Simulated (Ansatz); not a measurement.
## Structure relaxation, K

The start is a randomly generated symmetric cell of K (space group No. 123). The structure is fully relaxed (lattice and positions, P = 0) with r2SCAN (plane waves to 500 eV, PAW, scalar-relativistic; Ansatz, an electronic-structure program). First-step values are on the input's coarse k-mesh.

Ansatz input (later rounds restart from its end on a renewed k-mesh):
Ansatz 0.2 input:
```yaml
crystal:
  lattice:
    - [4.6793825, 0, 0]
    - [0, 4.6793825, 0]
    - [0, 0, 3.8391951]
  atoms:
    - { symbol: K, position: [0, 0, 0] }
basis: { ecutwfc: 500, ecutrho_ratio: 4, xc_grid: 4, fft_grid_basis: typed }
kpoints: { mp_grid: { grid: [7, 7, 9] } }
hamiltonian:
  xc: r2scan
  dispersion: none
  pseudopotentials: { azcp: { folder: ./paw }, kind: paw }
scf: { occupations: { method: fermi_dirac, width: 0.05 } }
relax: { f_tol: 0.01, max_steps: 100, cell: { stress_tol: 0.02 } }
output: { forces: true, stress: true }
```

```yaml
outcome: The space group goes from P4/mmm (No. 123) to Pm-3m (No. 221); the end is simple cubic type, with 1 atom in the primitive cell
volume_change: -5.3 %, from 84.07 to 79.65 Å³/atom
band_gap_at_the_end: zero (metallic)
optimiser_moves: 5
```

Final structure:

Space group Pm-3m (No. 221); a = b = c = 4.303 Å, α = β = γ = 90.00°

```csv
atom,site,symmetry,x,y,z
K,1a,m-3m,0.0000,0.0000,0.0000
```

Final values are on a 11×11×11 k-mesh of the relaxed cell. No spin polarisation in the result.

The run could not lose the symmetry of its start, so the end can be a saddle point.

The relaxed structure here is a generated cell of K: the first start was made by a random draw of sites in a space group, and the end was not matched to a known phase here, so it may be hypothetical. Known forms of K include space group No. 229.
